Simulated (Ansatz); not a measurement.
HfSeS:
Space group P3m1 (No. 156); a = b = 3.612 Å, c = 5.846 Å, α = β = 90.00°, γ = 120.00°

| atom | site | symmetry | x | y | z |
|---|---|---|---|---|---|
| Hf | 1a | 3m. | 0.0000 | 0.0000 | 0.9872 |
| Se | 1b | 3m. | 0.3333 | 0.6667 | 0.2638 |
| S | 1c | 3m. | 0.6667 | 0.3333 | 0.7490 |

Relaxed with LDA.

Task: Which orbitals make up the states near the band edges in DFT-LDA in the program Ansatz with PAW potentials?

Result: Top 1 eV of the valence band: Se 4p 54 %, S 3p 31 %, Hf 5d 12 %. Bottom 1 eV of the conduction band: Hf 5d 70 %, S 3p 12 %, Se 4p 10 %. Projections are on Löwdin-orthogonalised atomic valence shells; empty p or d shells of many metals are not among them.

Task: Tabulate the density of states.

Result: States/eV per cell of 3 atoms, in 0.25 eV bins, energy from the valence-band maximum.

| E (eV) | total | Hf 5d | S 3p | Se 4p |
|---|---|---|---|---|
| -7.85 | 0.00 | 0.00 | 0.00 | 0.00 |
| -7.60 | 0.00 | 0.00 | 0.00 | 0.00 |
| -7.35 | 0.00 | 0.00 | 0.00 | 0.00 |
| -7.10 | 0.00 | 0.00 | 0.00 | 0.00 |
| -6.85 | 0.00 | 0.00 | 0.00 | 0.00 |
| -6.60 | 0.00 | 0.00 | 0.00 | 0.00 |
| -6.35 | 0.00 | 0.00 | 0.00 | 0.00 |
| -6.10 | 0.00 | 0.00 | 0.00 | 0.00 |
| -5.85 | 0.00 | 0.00 | 0.00 | 0.00 |
| -5.60 | 0.30 | 0.07 | 0.11 | 0.07 |
| -5.35 | 1.21 | 0.28 | 0.45 | 0.29 |
| -5.10 | 1.53 | 0.34 | 0.61 | 0.36 |
| -4.85 | 2.50 | 0.50 | 1.07 | 0.57 |
| -4.60 | 1.81 | 0.39 | 0.80 | 0.41 |
| -4.35 | 2.57 | 0.47 | 1.00 | 0.92 |
| -4.10 | 2.73 | 0.48 | 1.12 | 0.91 |
| -3.85 | 2.22 | 0.45 | 1.00 | 0.57 |
| -3.60 | 1.60 | 0.39 | 0.72 | 0.38 |
| -3.35 | 2.26 | 0.55 | 1.01 | 0.57 |
| -3.10 | 5.42 | 1.71 | 2.67 | 0.87 |
| -2.85 | 4.52 | 1.10 | 1.84 | 1.36 |
| -2.60 | 2.54 | 0.60 | 0.70 | 1.10 |
| -2.35 | 2.05 | 0.39 | 0.63 | 0.90 |
| -2.10 | 2.12 | 0.32 | 0.54 | 1.14 |
| -1.85 | 2.58 | 0.35 | 0.67 | 1.42 |
| -1.60 | 2.77 | 0.37 | 0.71 | 1.56 |
| -1.35 | 2.97 | 0.36 | 0.83 | 1.65 |
| -1.10 | 1.87 | 0.25 | 0.54 | 1.01 |
| -0.85 | 1.10 | 0.15 | 0.33 | 0.58 |
| -0.60 | 0.78 | 0.10 | 0.24 | 0.41 |
| -0.35 | 0.46 | 0.04 | 0.15 | 0.26 |
| -0.10 | 0.11 | 0.01 | 0.04 | 0.06 |
| 0.15 | 0.00 | 0.00 | 0.00 | 0.00 |
| 0.40 | 0.22 | 0.16 | 0.03 | 0.02 |
| 0.65 | 0.97 | 0.67 | 0.13 | 0.09 |
| 0.90 | 1.21 | 0.83 | 0.15 | 0.12 |
| 1.15 | 1.44 | 1.02 | 0.16 | 0.15 |
| 1.40 | 2.44 | 1.87 | 0.20 | 0.22 |
| 1.65 | 1.42 | 1.06 | 0.13 | 0.17 |
| 1.90 | 1.05 | 0.79 | 0.09 | 0.12 |
| 2.15 | 1.30 | 0.91 | 0.14 | 0.18 |
| 2.40 | 1.55 | 1.05 | 0.18 | 0.23 |
| 2.65 | 1.89 | 1.31 | 0.20 | 0.28 |
| 2.90 | 2.17 | 1.58 | 0.19 | 0.28 |
| 3.15 | 2.26 | 1.75 | 0.14 | 0.23 |
| 3.40 | 3.93 | 3.16 | 0.17 | 0.30 |
| 3.65 | 2.15 | 1.76 | 0.05 | 0.09 |
| 3.90 | 0.00 | 0.00 | 0.00 | 0.00 |
| 4.15 | 0.00 | 0.00 | 0.00 | 0.00 |
| 4.40 | 1.38 | 0.73 | 0.21 | 0.15 |
| 4.65 | 2.41 | 1.26 | 0.38 | 0.28 |
| 4.90 | 4.08 | 1.95 | 0.60 | 0.50 |
| 5.15 | 2.34 | 1.03 | 0.33 | 0.31 |

The first step of the workflow began from a Materials Project structure, measured or hypothetical; the Crystallography Open Database copy checked does not list it. With Se and S taken as one species the cell has the higher symmetry P-3m1, so it may be an ordered model of a mixed-site phase. Whether it is the stable phase at ambient conditions was not checked. Symmetry was held in the LDA relaxation; whether a distortion lowers the energy is not shown. No spin polarisation was allowed. A crystal of weakly bound layers computed without a dispersion correction: the cell and the soft elastic constants depend strongly on that. Scalar-relativistic: spin–orbit coupling is off unless named, which matters more the heavier the elements.

Potentials: the later of the program's two PAW sets.
